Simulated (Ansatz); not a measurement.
Data:

Relaxed HfO2 (fluorite):

```
HfO2
1.0
    0.00000     5.05889     5.05889
    2.52945     0.00000     2.52945
    2.52945     2.52945     0.00000
Hf O
2 4
Cartesian
  0.00000   0.00000   0.00000
  0.00000   2.52945   2.52945
  1.26472   1.26472   1.26472
  1.26472   3.79417   3.79417
  3.79417   3.79417   3.79417
  3.79417   6.32361   6.32361
```

In each cell atom 5 (O, nearest neighbour Hf at 2.191 Å; its periodic images, 3.6 Å or more away, move with it) moves by s·(0.707, 0.707, 0.000) (along Cartesian [110]), the rest being held.

Computed with r2SCAN (plane waves to 500 eV, PAW, scalar-relativistic; Ansatz, a quantum-chemistry and plane-wave program). k mesh 9×9×9 (Γ-centred), Fermi-Dirac smearing 0.05 eV. Energies are smeared free energies. Left out: 4 of 11 points, with atoms too close for the PAW data. HfO2 is run without spin polarisation. HfO2 was relaxed with its symmetry unable to fall. Spin-orbit coupling is left out, though Hf is heavy. The PAW data are Ansatz's earlier set. This is a high-temperature form of HfO2. The zero of ΔE is the undisplaced structure.

The scan covers s from -0.396 to 0.396 Å in 7 points.

Question: Is this a single well or a double well?

Answer: A single well with its minimum at or next to zero displacement.

Question: Is the energy the same for equal positive and negative displacements?

Answer: Even: the same for both signs. With its periodic images moving along, the atom's site symmetry in this cell is 3m.

Question: What force acts on the atom along the line at s = -0.396 Å?

Answer: 5.78 eV/Å.

Question: What is the force constant k = d²E/ds² of this move at s = 0?

Answer: 12.4 eV/Å².

(For displaced atoms, the force is minus the slope of the energy, and its curvature is a force constant, which sets phonon frequencies.)
